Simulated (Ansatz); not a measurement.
Ta₂N:
```yaml
crystal:
  lattice:
    - [3.07496, 0.00000, 0.00000]
    - [-1.53748, 2.66299, 0.00000]
    - [0.00000, 0.00000, 4.89141]
  atoms:
    - { symbol: N, position: [0.00000, 0.00000, 0.00000] }
    - { symbol: Ta, position: [0.33333, 0.66667, 0.25650] }
    - { symbol: Ta, position: [0.66667, 0.33333, 0.74350] }
```

Relaxed with r²SCAN. Special points in fractions of this cell's reciprocal vectors: Γ (0.000, 0.000, 0.000); M (0.500, 0.000, 0.000); K (0.333, 0.333, 0.000); A (0.000, 0.000, 0.500); L (0.500, 0.000, 0.500); H (0.333, 0.333, 0.500).

**Question.** List the band energies nearest the Fermi level at these points for DFT-r²SCAN with spin–orbit coupling in the program Ansatz with PAW potentials.

**Answer.** In eV from the Fermi level; about four levels below and three above (degenerate sets whole), none deeper than 8.9 eV; points with the same levels are listed once.

```json
[
 {"k": "Γ", "below": "-0.87 -0.87 -0.50 -0.50", "above": "0.04 0.04 0.08 0.08"},
 {"k": "M", "below": "-2.95 -2.95 -1.61 -1.61", "above": "1.57 1.57 2.16 2.16"},
 {"k": "K", "below": "-3.03 -3.03 -2.91 -2.91", "above": "1.39 1.39 1.41 1.41"},
 {"k": "A", "below": "-1.25 -1.25 -0.87 -0.87", "above": "1.71 1.71 2.16 2.16"},
 {"k": "L", "below": "-2.31 -2.31 -0.56 -0.56", "above": "0.77 0.77 3.63 3.63"},
 {"k": "H", "below": "-2.35 -2.35 -2.10 -2.10", "above": "0.71 0.71 0.98 0.98 0.98 0.98"}
]
```

Space group P-3m1 (anti-CdI2 type). The r²SCAN relaxation kept the symmetry of its start; of distortions, only those at the zone centre were tested. The run is not spin-polarised. The volume moved by 19 % from the start of the relaxation. With an odd number of electrons in the cell and no spin polarisation, the count alone makes it a metal.

Potentials: the later of the program's two PAW sets.
